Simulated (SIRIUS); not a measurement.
SIRIUS run on ZrPbO3 (P1, 10 atoms in the cell; from Materials Project mp-20337, changed as shown): self-consistent single point.

Level of theory: LDA (PW92), GBRV LDA ultrasoft pseudopotentials (plane waves; SIRIUS).

The change in words: atoms moved at random. Reference geometry (Amm2):
```xyz
10
Lattice="4.1764 0.0000 0.0000 0.0000 5.9614 0.0000 0.0000 0.0000 6.1340" Properties=species:S:1:pos:R:3 pbc="T T T"
Zr     2.0882     2.9807     0.0422
Zr     2.0882     0.0000     3.1092
Pb     0.0000     2.9807     2.7297
Pb     0.0000     0.0000     5.7967
O      2.0882     1.3976     4.8924
O      2.0882     4.5638     4.8924
O      0.0000     2.9807     0.3675
O      2.0882     4.3783     1.8254
O      2.0882     1.5831     1.8254
O      0.0000     0.0000     3.4345
```

Reference input (self-consistent single point, DFT, LDA (PW92), plane waves, GBRV LDA ultrasoft pseudopotentials): parameters.ngridk = 6 4 4; parameters.xc_functionals = [XC_LDA_X, XC_LDA_C_PW]; parameters.gk_cutoff = 6.325 1/bohr; parameters.pw_cutoff = 14.143 1/bohr; parameters.smearing = fermi_dirac; parameters.smearing_width = 0.00183747 Ha; potentials = GBRV LDA ultrasoft pseudopotentials; parameters.electronic_structure_method = pseudopotential; parameters.num_bands = 53; parameters.num_mag_dims = 0; parameters.num_dft_iter = 100; parameters.energy_tol = 1e-07 Ha. This run's input differs from it in these lines:

```diff
@@ -45,16 +45,16 @@
       "Zr": [
-        [2.08818, 2.980695, 0.0422017136],
-        [2.08818, 0.0, 3.1091867136]
+        [2.1709053389, 2.9787813938, 0.1173060423],
+        [2.1006464346, -0.033735506, 3.0996790601]
       ],
       "Pb": [
-        [0.0, 2.980695, 2.7297393294],
-        [0.0, 0.0, 5.7967243294]
+        [-0.0599474714, 2.9533381813, 2.8153204788],
+        [-0.0064399471, -0.0056931274, 5.8001900225]
       ],
       "O": [
-        [2.08818, 1.3975882716, 4.8923931323],
-        [2.08818, 4.5638017284, 4.8923931323],
-        [0.0, 2.980695, 0.3674861427],
-        [2.08818, 4.3782832716, 1.8254081323],
-        [2.08818, 1.5831067284, 1.8254081323],
-        [0.0, 0.0, 3.4344711427]
+        [2.0564062531, 1.4482481638, 4.9436976574],
+        [2.0522215404, 4.5542277361, 4.8481672086],
+        [0.0266660586, 3.0454178112, 0.3865750573],
+        [2.0350608772, 4.3446968003, 1.716683514],
+        [2.1107448731, 1.5855568597, 1.8214026499],
+        [0.0428118664, -0.0059673514, 3.3663840757]
       ]
```

The program printed (abridged):

```
[find] density tolerance         : 1e-06
[find] total energy tolerance    : 1e-07
[find] iter_solver_tol (initial) : 0.01
[find] iter_solver_tol (target)  : 1e-13
[find] num_dft_iter              : 100
Charges and magnetic moments
--------------------------------------------------------------------------------
total charge          : 88.000000
[find] | SCF iteration   0 out of 100|
[diagonalize] iterative solver tolerance (occupied, empty): 0.01 0.01
[diagonalize] average number of iterations: 1.03846
[find] Charges and magnetic moments
[find] total charge          : 88.000000
[find] Energy
   [... lines left out ...]

[find] Charges and magnetic moments
[find] total charge          : 88.000000
[find] Energy
[find] smearing (-TS)                 :      -0.00000000
[find] Total energy                   :    -360.69156098 (Ha),    -721.38312196 (Ry)
[find] Free energy (E-TS)             :    -360.69156098 (Ha),    -721.38312196 (Ry)
[find] band gap (eV)                  :       2.48182449
[find] Efermi                         :       0.35768151
[find] iteration : 31, RMS (target) : 7.3802e-07 (1.0000e-06) , energy difference (target) : -1.6996e-10 (1.0000e-07)
[find] bands are converged : false
[find] iterative solver converged : false
[find] converged after 32 SCF iterations!
[find] Charges and magnetic moments
[find] total charge          : 88.000000
[find] Energy
[find] smearing (-TS)                 :      -0.00000000
[find] Total energy                   :    -360.69156098 (Ha),    -721.38312196 (Ry)
[find] Free energy (E-TS)             :    -360.69156098 (Ha),    -721.38312196 (Ry)
[find] band gap (eV)                  :       2.48182449
[find] Efermi                         :       0.35768151
[ground_state] === stress tensor components [kbar] ===
[ground_state] === stress_total ===
[ground_state]   105.158226    0.321098   -5.678487
[ground_state]     0.321098  110.225786  -10.147868
[ground_state]    -5.678487  -10.147868  119.976226
[ground_state] ==== total Forces in Ha/bohr =====
   [... lines left out ...]
[ground_state] atom:    5, force:       0.0061079      0.0018094     -0.0005599
[ground_state] atom:    6, force:      -0.0015167     -0.0045501      0.0031216
[ground_state] atom:    7, force:       0.0062320      0.0254326      0.0308407
[ground_state] atom:    8, force:       0.0023574     -0.0079902      0.0108475
[ground_state] atom:    9, force:      -0.0112244      0.0016103      0.0038154
```

The run converged in 32 iterations. SIRIUS prints the stress tensor with tension positive. Against the reference run the free energy rises by 29.4 meV/atom, the pressure goes from -10.87 to -11.18 GPa, the largest force goes from 0.419 to 2.080 eV/Å and the gap on the mesh goes from 2.605 to 2.482 eV.

Spin-orbit coupling is left out, which matters for bands and gaps with elements this heavy. Forces above 1 eV/Å remain at this geometry. The structure comes from a collection of computed structures, made at another level of theory; the collection holds predicted forms beside known ones.

Cost on one core: roughly 7 core-minutes.

The gap that the log prints is read on the run's mesh, which can miss the band edges or a crossing.
